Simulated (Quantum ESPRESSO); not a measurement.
# Band energies of K

```
K
1.0
   -2.69756     2.69756     2.69756
    2.69756    -2.69756     2.69756
    2.69756     2.69756    -2.69756
K
1
Direct
  0.00000   0.00000   0.00000
```

PBEsol (Quantum ESPRESSO, PseudoDojo norm-conserving, 74 Ry, no spin-orbit coupling); path ΓHNΓPH,PN; energies in eV from the Fermi level.

| k (1/Å) | point | band 1 | band 2 | band 3 | band 4 | band 5 | band 6 | band 7 |
|---|---|---|---|---|---|---|---|---|
| 0.00 | Γ | -32.04 | -15.55 | -15.55 | -15.55 | -2.06 | 4.23 | 4.23 |
| 0.42 |  | -32.03 | -15.57 | -15.56 | -15.56 | -1.30 | 3.52 | 3.65 |
| 0.85 |  | -32.03 | -15.59 | -15.58 | -15.58 | 0.66 | 2.06 | 3.29 |
| 1.16 | H | -32.03 | -15.59 | -15.59 | -15.59 | 1.71 | 1.71 | 3.30 |
| 1.28 |  | -32.03 | -15.59 | -15.59 | -15.59 | 1.60 | 1.70 | 3.13 |
| 1.75 |  | -32.03 | -15.60 | -15.57 | -15.56 | 0.69 | 0.78 | 3.18 |
| 1.99 | N | -32.03 | -15.60 | -15.57 | -15.55 | 0.45 | 0.66 | 3.14 |
| 2.19 |  | -32.03 | -15.60 | -15.57 | -15.55 | -0.51 | 1.73 | 3.26 |
| 2.61 |  | -32.03 | -15.56 | -15.55 | -15.55 | -1.88 | 3.90 | 4.00 |
| 2.81 | Γ | -32.04 | -15.55 | -15.55 | -15.55 | -2.06 | 4.23 | 4.23 |
| 3.01 |  | -32.04 | -15.56 | -15.55 | -15.55 | -1.88 | 3.95 | 3.95 |
| 3.42 |  | -32.03 | -15.59 | -15.56 | -15.56 | -0.56 | 2.46 | 2.46 |
| 3.82 | P | -32.03 | -15.58 | -15.58 | -15.58 | 1.45 | 1.45 | 1.45 |
| 4.22 |  | -32.03 | -15.59 | -15.59 | -15.56 | 1.19 | 1.19 | 1.60 |
| 4.63 |  | -32.03 | -15.59 | -15.59 | -15.58 | 1.56 | 1.56 | 2.73 |
| 4.83 | H | -32.03 | -15.59 | -15.59 | -15.59 | 1.71 | 1.71 | 3.30 |
| 4.83 | P | -32.03 | -15.58 | -15.58 | -15.58 | 1.45 | 1.45 | 1.45 |
| 4.93 |  | -32.03 | -15.58 | -15.58 | -15.57 | 1.21 | 1.32 | 1.73 |
| 5.41 | N | -32.03 | -15.60 | -15.57 | -15.55 | 0.45 | 0.66 | 3.14 |

A metal at this level: along this path band 5 crosses the Fermi level.

Geometry of the Materials Project entry, not relaxed at this level.
